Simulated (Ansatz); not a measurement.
# Clamped-ion strain scan in VN$_{2}$

Level of theory: Ansatz, DFT PBE, scalar-relativistic, plane waves, PAW. Cutoff 420 eV, Γ-centred 16×16×16 k-points, Gaussian smearing of 0.15 eV. No spin polarisation. Energies are free energies at this smearing, counted from the undisturbed cell; pressure is positive in compression.

The starting cell (relaxed at this level; with this scan's settings it stands at 0.1 GPa):

```xyz
6
Lattice="-2.1533 2.1533 2.4842 2.1533 -2.1533 2.4842 2.1533 2.1533 -2.4842" Properties=species:S:1:pos:R:3 pbc="T T T"
V     0.0000    0.0000    1.2421
V     0.0000    0.0000    3.7264
N     2.6425    0.4891    0.0000
N     1.6642    0.4891    2.4842
N    -0.4891    1.6642    2.4842
N     0.4891    1.6642    0.0000
```

The cell is strained by ε times the Voigt pattern (1, -1, 0, 0, 0, 0) (xx, yy, zz, yz, xz, xy; engineering shear) with fractional coordinates fixed. The cell is metallic on the mesh throughout.

```csv
ε,ΔE (meV/atom)
-0.0200,8.8
-0.0100,2.2
0.0000,0.0
0.0050,0.5
0.0150,4.9
```

Question: Predict the pressure (GPa) at each point.

Answer:
| ε | pressure (GPa) |
| --- | --- |
| -0.0200 | 0.5 |
| -0.0100 | 0.2 |
| 0.0000 | 0.1 |
| 0.0050 | 0.1 |
| 0.0150 | 0.3 |

Cost: 5 runs of about 3.9 core-minutes in all, on Intel Xeon Platinum 8488C (Sapphire Rapids) (shared hosts).